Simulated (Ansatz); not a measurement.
Relaxed BAs (zinc blende):

```
CELL_PARAMETERS angstrom
      0.00000     4.78259     4.78259
      2.39129     2.39129     4.78259
      2.39129     2.39129     0.00000
ATOMIC_POSITIONS crystal
  As 0.00000 0.75000 0.75000
  As 0.50000 0.75000 0.75000
  B  0.00000 0.00000 0.00000
  B  0.50000 0.00000 0.00000
```

A phonon eigenvector at X = (0.5, 0.5, 0.0) is frozen into this cell: atom i moves by Q times the vector below, so Q is the largest atomic displacement, in Å. The cell is held. It is one choice among 2 degenerate patterns. (q is in reciprocal vectors of the primitive cell; the cell shown is doubled to hold the pattern.)

```csv
atom,x,y,z
As1,-0.104,0.000,0.000
As2,0.104,0.000,0.000
B3,0.000,1.000,0.000
B4,0.000,-1.000,0.000
```

Computed with r2SCAN (plane waves to 500 eV, PAW, scalar-relativistic; Ansatz, a first-principles code). k mesh 12×12×12 (Γ-centred), Fermi-Dirac smearing 0.05 eV. The energy includes the smearing's −TS. BAs was relaxed with its symmetry unable to fall. The PAW data are Ansatz's earlier set. The zero of ΔE is the undisplaced structure.

Task: What ΔE (meV/cell) does the calculation give at Q (Å) = -0.233, -0.187, -0.140, -0.093, -0.047, 0.047, 0.233, 0.280?

Result: 
| Q (Å) | ΔE (meV/cell) |
|---|---|
| -0.233 | 901 |
| -0.187 | 580 |
| -0.140 | 328 |
| -0.093 | 146 |
| -0.047 | 37 |
| 0.047 | 37 |
| 0.233 | 901 |
| 0.280 | 1287 |

(For displaced atoms, the force is minus the slope of the energy, and its curvature is a force constant, which sets phonon frequencies.)
